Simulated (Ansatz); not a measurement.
WSe₂:
```cif
data_Se4W2
_chemical_formula_sum 'W2 Se4'
_space_group_name_H-M_alt 'P63/mmc'
_space_group_IT_number 194
_space_group_name_Hall '-P 6c 2c'
_cell_length_a 3.30225
_cell_length_b 3.30225
_cell_length_c 13.22462
_cell_angle_alpha 90.000
_cell_angle_beta 90.000
_cell_angle_gamma 120.000
loop_
_atom_site_label
_atom_site_type_symbol
_atom_site_symmetry_multiplicity
_atom_site_Wyckoff_symbol
_atom_site_fract_x
_atom_site_fract_y
_atom_site_fract_z
_atom_site_occupancy
W1 W 2 c 0.33333 0.66667 0.25000 1
Se1 Se 4 f 0.66667 0.33333 0.12422 1
```

Relaxed with r²SCAN+D4. r²SCAN+D4 (plane waves, PAW; program Ansatz) gives a gap of 1.17 eV.

Q: What gap does HSE06 give on the same cell (Ansatz, PAW)?

A: 1.53 eV, 0.36 eV more. The hybrid was solved on a coarser mesh and at special points; the gap given is the minimum over both.

```tsv
k	v1 r²SCAN+D4	c1 r²SCAN+D4	v1 HSE06	c1 HSE06
Γ	0.00	2.78	0.00	3.30
A	-0.25	2.79	___	___
K	-0.23	1.38	-0.20	1.74
H	-0.33	1.38	___	___
M	-1.30	2.22	___	___
L	-1.36	2.24	___	___
```

Q: Top valence (v1) and lowest conduction level (c1) in eV from each method's valence maximum (which need not be a listed point): supply the withheld HSE06 values.

A: 
- A, v1 HSE06: -0.27
- A, c1 HSE06: 3.30
- H, v1 HSE06: -0.31
- H, c1 HSE06: 1.74
- M, v1 HSE06: -1.38
- M, c1 HSE06: 2.72
- L, v1 HSE06: -1.48
- L, c1 HSE06: 2.74

Cost on shared cores: the r²SCAN+D4 run (SCF on a 10×10×2 mesh, then bands and DOS) roughly 110 core-seconds, the HSE06 run (SCF on 6×6×2, then a few points) roughly 3.0 core-minutes; the tasks are unlike.

Space group P6_3/mmc. The cell was relaxed with r²SCAN+D4 under the symmetry of its start. No spin polarisation was allowed. Spin–orbit coupling is left out wherever it is not named.

Potentials: the earlier of the program's two PAW sets. The files were generated under PBE; for other functionals the program regenerates the frozen cores, and for LDA and PBEsol the local potential too.
